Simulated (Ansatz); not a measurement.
**Profile along the Y–Y line in Y (hcp, Mg type)**

Y (hcp, Mg type), conventional cell a = b = 3.683 Å, c = 5.698 Å, α = β = 90.00°, γ = 120.00°. The calculation uses the primitive cell of 2 atoms, to which meshes and values per cell refer.

Fields along a shortest Y–Y line of a (0001) plane (3.68 Å), from Y to Y, interpolated on the slice's grid (step about 0.2 Å). The numbers are results of r2SCAN (plane waves to 500 eV, PAW, scalar-relativistic; Ansatz, a program for electronic structure), not measurements. k mesh 15×15×8. Inside the PAW spheres the values are not all-electron values, and peaks at nuclei hang on which shells count as valence. Y is run without spin polarisation. Y was relaxed with its symmetry unable to fall.

```
distance from Y (Å)  valence electron density (e/Å³)  electron localisation function
-------------------  -------------------------------  ------------------------------
0.00                                            3.04                               x
0.18                                            3.42                               x
0.37                                            3.67                               x
0.55                                            2.97                            0.85
0.74                                            1.73                            0.85
0.92                                            0.78                            0.65
1.10                                            0.32                            0.30
1.29                                            0.16                            0.09
1.47                                            0.11                            0.11
1.66                                            0.10                            0.20
1.84                                            0.09                            0.27
2.02                                            0.10                            0.20
2.21                                            0.11                            0.11
2.39                                            0.16                            0.09
2.58                                            0.32                            0.30
2.76                                            0.78                            0.65
2.94                                            1.73                            0.85
3.13                                            2.97                            0.85
3.31                                            3.67                               x
3.50                                            3.42                               x
3.68                                            3.04                               x
```

x: too close to a nucleus for the ELF to mean much.

Density on the Y–Y line (3.68 Å) at its midpoint: 0.09 e/Å³. ELF at that point: 0.27.
